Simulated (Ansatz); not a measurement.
ZrIr:
```xyz
4
Lattice="1.5605 -5.0390 0.0000 1.5605 5.0390 0.0000 0.0000 0.0000 4.4337" Properties=species:S:1:pos:R:3 pbc="T T T"
Zr     1.5605    -1.4430     1.1084
Ir     1.5605    -4.1130     1.1084
Zr     1.5605     1.4430     3.3253
Ir     1.5605     4.1130     3.3253
```

Relaxed with LDA. Special points in fractions of this cell's reciprocal vectors: Γ (0.000, 0.000, 0.000); Y (-0.500, 0.500, 0.000); C0 (-0.274, 0.726, 0.000); Σ0 (0.274, 0.274, 0.000); Z (0.000, 0.000, 0.500); A0 (0.274, 0.274, 0.500); E0 (-0.274, 0.726, 0.500); T (-0.500, 0.500, 0.500); S (0.000, 0.500, 0.000); R (0.000, 0.500, 0.500).

### Question
List the band energies nearest the Fermi level at these points for plane-wave PAW LDA (Ansatz code).

### Answer
In eV from the Fermi level; about four levels below and three above (degenerate sets whole), none deeper than 8.9 eV; points with the same levels are listed once.

```
k                     below                above
--  -----------------------  -------------------
Γ   -1.99 -1.23 -1.07 -0.14       1.08 1.44 1.95
Y   -1.99 -1.64 -1.50 -0.46       0.86 0.90 1.68
C0  -1.42 -1.34 -1.20 -0.55       0.74 1.24 1.62
Z   -1.18 -1.18 -0.69 -0.69  1.27 1.27 1.96 1.96
A0  -2.10 -2.10 -0.45 -0.45  0.68 0.68 1.72 1.72
T   -1.38 -1.38 -0.91 -0.91  0.66 0.66 2.78 2.78
S   -1.78 -1.33 -0.61 -0.33       0.28 1.47 1.50
R   -3.30 -3.30 -1.68 -1.68  0.12 0.12 0.61 0.61
```

Space group Cmcm. The start of the workflow was typed in or built on a structure type; the Crystallography Open Database copy checked does not list it. COD files the formula under space group No. 221. Its standing as an ambient phase is unchecked. Symmetry was held in the LDA relaxation; whether a distortion lowers the energy is not shown. The run is not spin-polarised. Scalar-relativistic: spin–orbit coupling is off unless named, which matters more the heavier the elements.

Potentials: the later of the program's two PAW sets.
